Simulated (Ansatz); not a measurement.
Relaxed-ion elastic tensor of Mo (bcc (W type), Im-3m) in GPa (Voigt order), LDA in the plane-wave PAW code Ansatz; density 10.58 g/cm³, 15.06 Å³ per atom.

```csv
,1,2,3,4,5,6
1,511,183,183,0.0,0.0,0.0
2,183,511,183,0.0,0.0,0.0
3,183,183,511,0.0,0.0,0.0
4,0.0,0.0,0.0,106,0.0,0.0
5,0.0,0.0,0.0,0.0,106,0.0
6,0.0,0.0,0.0,0.0,0.0,106
```

Problem. Is the crystal mechanically stable?

Solution. Yes: the smallest eigenvalue of C is 106 GPa.

Problem. Work out the Voigt, Reuss and Hill averages.

Solution. K_V = 292, K_R = 292, K_H = 292; G_V = 129, G_R = 124, G_H = 126 GPa.

Problem. Give Young's modulus, Poisson's ratio, Pugh's ratio and the universal anisotropy index.

Solution. E = 9KG/(3K + G) = 331 GPa; ν = 0.31; K/G = 2.31 (ductile by the Pugh limit of 1.75); A_U = 5G_V/G_R + K_V/K_R − 6 = 0.23.

Problem. Estimate the sound speeds and the Debye temperature.

Solution. v_l = √((K + 4G/3)/ρ) = 6600 m/s, v_t = √(G/ρ) = 3460 m/s, mean 3870 m/s; Θ = (h/k)(3n/4πV)^(1/3) v_m = 466 K.

Problem. Give the Zener ratio and Young's modulus along [100], [110] and [111].

Solution. A = 2C44/(C11 − C12) = 0.64; 1/E = S11 − 2(S11 − S12 − S44/2)Γ with Γ = 0, 1/4, 1/3 gives 415, 308, 284 GPa.

Problem. Solve the Christoffel equation for the three sound speeds along [100], [110], [111].

Solution. Eigenvalues of C_ijkl n_j n_l equal ρv². In km/s, slowest first: [100] 3.16, 3.16, 6.95; [110] 3.16, 3.94, 6.54; [111] 3.70, 3.70, 6.40.

The cell was relaxed with LDA under the symmetry of its start. No spin polarisation was allowed. As this level gives no gap, shear constants depend on the k-mesh and smearing (Fermi–Dirac, 0.1 eV here).

Potentials: the later of the program's two PAW sets.
